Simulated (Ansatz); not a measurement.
The start is a generated trial cell of Ta in the AFLOW prototype A_hP1_191_a (A_f, as in Sn). The cell and all atomic positions are relaxed at zero pressure with r2SCAN (plane waves to 500 eV, PAW, scalar-relativistic; Ansatz, an electronic-structure program). First-step values are on the input's coarse k-mesh.

Ansatz input (later rounds restart from its end on a renewed k-mesh):
Ansatz 0.2 input:
```yaml
crystal:
  lattice:
    - [2.8224578, 0, 0]
    - [-1.4112289, 2.4443202, 0]
    - [0, 0, 2.6282609]
  atoms:
    - { symbol: Ta, position: [0, 0, 0] }
basis: { ecutwfc: 500, ecutrho_ratio: 4, xc_grid: 4, fft_grid_basis: typed }
kpoints: { mp_grid: { grid: [13, 13, 12] } }
hamiltonian:
  xc: r2scan
  dispersion: none
  pseudopotentials: { azcp: { folder: ./paw }, kind: paw }
scf: { occupations: { method: fermi_dirac, width: 0.05 } }
relax: { f_tol: 0.01, max_steps: 100, cell: { stress_tol: 0.02 } }
output: { forces: true, stress: true }
```

Q: How much energy is released per atom?

A: 0.05 eV/atom.

Q: How does the volume change?

A: +7.3 %, from 18.13 to 19.46 Å³/atom.

Q: How do the shortest distances between atoms change?

A: The closest pairs of elements (up to four, under 3.6 Å), start → end: Ta–Ta 2.63 → 2.72 Å.

Q: Is the relaxed structure metallic? Give its gap.

A: No gap (metallic).

Q: Write out the relaxed structure.

A: 
Space group P6/mmm (No. 191); a = 2.876 Å, b = 2.876 Å, c = 2.717 Å, α = 90.00°, β = 90.00°, γ = 120.00°

| atom | site | symmetry | x | y | z |
|---|---|---|---|---|---|
| Ta | 1a | 6/mmm | 0.0000 | 0.0000 | 0.0000 |

The space group stays P6/mmm (No. 191) (the run could not lower it); the end is AFLOW prototype A_hP1_191_a (A_f, as in Sn), with 1 atom in the primitive cell. Final values are on a 19×19×17 k-mesh of the relaxed cell. No spin polarisation in the result.

The run could not lose the symmetry of its start: the end is stationary, and may be a saddle point rather than a minimum.

The relaxed structure here is a generated cell of Ta: the first start was made by placing the elements on the sites of a structure type, and the end was not matched to a known phase here, so it may be hypothetical. Known forms of Ta include space group No. 229.
